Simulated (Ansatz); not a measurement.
Computed with DFT PBE, scalar-relativistic, plane waves, PAW (Ansatz). Settings: cutoff 420 eV, Γ-centred meshes spaced at most about 0.3 Å⁻¹, and about 0.25 Å⁻¹ or finer for metals (2π included), Gaussian smearing. No spin polarisation in the final relaxations.

Energies over the elements count from the elements' standard structures at the same level, with no fitted energy shifts.

A relaxed structure of RbSr has 67.76 Å³/atom, +0.13 eV/atom against the elements, no gap on its mesh:

```cif
data_structure
_symmetry_space_group_name_H-M 'P-6m2'
_symmetry_Int_Tables_number 187
_cell_length_a 4.4703
_cell_length_b 4.4703
_cell_length_c 7.8303
_cell_angle_alpha 90.000
_cell_angle_beta 90.000
_cell_angle_gamma 120.000
_cell_volume 135.52
loop_
_atom_site_label
_atom_site_type_symbol
_atom_site_symmetry_multiplicity
_atom_site_Wyckoff_symbol
_atom_site_fract_x
_atom_site_fract_y
_atom_site_fract_z
_atom_site_occupancy
Rb1 Rb 1 b 0.00000 0.00000 0.50000 1
Sr1 Sr 1 e 0.66667 0.33333 0.00000 1
```

**Question.** Predict cell, energy and gap of RbBa with the same space group and Wyckoff sites.

**Answer.** RbBa has a = 4.618 Å, c = 8.067 Å: 74.49 Å³/atom, +0.12 eV/atom against the elements, no gap on its mesh. The volume per atom changes by +9.9 % and the formation energy by -0.01 eV/atom (from unrounded values). Covalent radii: Sr 1.95 Å, Ba 2.15 Å; electronegativities 0.95 and 0.89. The cell follows the size of the atom. Rb has 6 Rb at 4.62 Å and 6 Ba at 4.83 Å; Ba is surrounded by 6 Ba at 4.62 Å and 6 Rb at 4.83 Å.

```cif
data_structure
_symmetry_space_group_name_H-M 'P 1'
_symmetry_Int_Tables_number 1
_cell_length_a 4.6179
_cell_length_b 4.6179
_cell_length_c 8.0667
_cell_angle_alpha 90.000
_cell_angle_beta 90.000
_cell_angle_gamma 120.000
_cell_volume 148.97
loop_
_atom_site_label
_atom_site_type_symbol
_atom_site_fract_x
_atom_site_fract_y
_atom_site_fract_z
_atom_site_occupancy
Rb1 Rb 0.33333 0.66667 0.50000 1
Ba1 Ba 0.00000 0.00000 0.00000 1
```

The two cells were relaxed from separate starts that ended on the same group and sites; neither need be the stable form of its compound. A magnetic state wasn't ruled out in cells without spin, among them RbSr P-6m2, RbBa P-6m2. Cells relaxed within their symmetry can be saddle points.
